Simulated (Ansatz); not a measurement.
Relaxed Rh (fcc, Cu type):

```
Rh
1.0
    3.83006     0.00000     0.00000
    0.00000     3.83006     0.00000
    0.00000     0.00000     3.83006
Rh
4
Cartesian
  0.00000   0.00000   0.00000
  1.91503   1.91503   0.00000
  1.91503   0.00000   1.91503
  0.00000   1.91503   1.91503
```

Scan: atom 1 (Rh, nearest neighbour Rh at 2.708 Å; its periodic images, 3.8 Å or more away, move with it) is displaced along Cartesian x, direction (1.000, 0.000, 0.000) in Cartesian axes, by s. The other atoms stay.

Method: PBE (plane waves to 420 eV, PAW, scalar-relativistic; Ansatz, a quantum-chemistry and plane-wave program). k mesh 10×10×10 (Γ-centred), Fermi-Dirac smearing 0.05 eV. With partly filled bands, energies and forces of such displacements shift with the k mesh and the smearing. F∥ is the force on the atom along that direction. Rh is run without spin polarisation. Rh was relaxed with its symmetry unable to fall. 

```csv
s (Å),F∥ (eV/Å)
-0.270,3.068
-0.216,2.389
-0.162,1.768
-0.108,1.172
-0.054,0.586
0.000,0.000
0.054,-0.586
0.108,-1.172
0.162,-1.768
0.216,-2.389
0.270,-3.068
```

**Question.** What is the force constant k = d²E/ds² of this move at s = 0?

**Answer.** 10.8 eV/Å². The forces along the line at the two nearest points give (0.586 − (-0.586)) / (2·0.054) = 10.85 eV/Å²; the next pair corrects for the finite step.

(For displaced atoms, the force is minus the slope of the energy, and its curvature is a force constant, which sets phonon frequencies.)
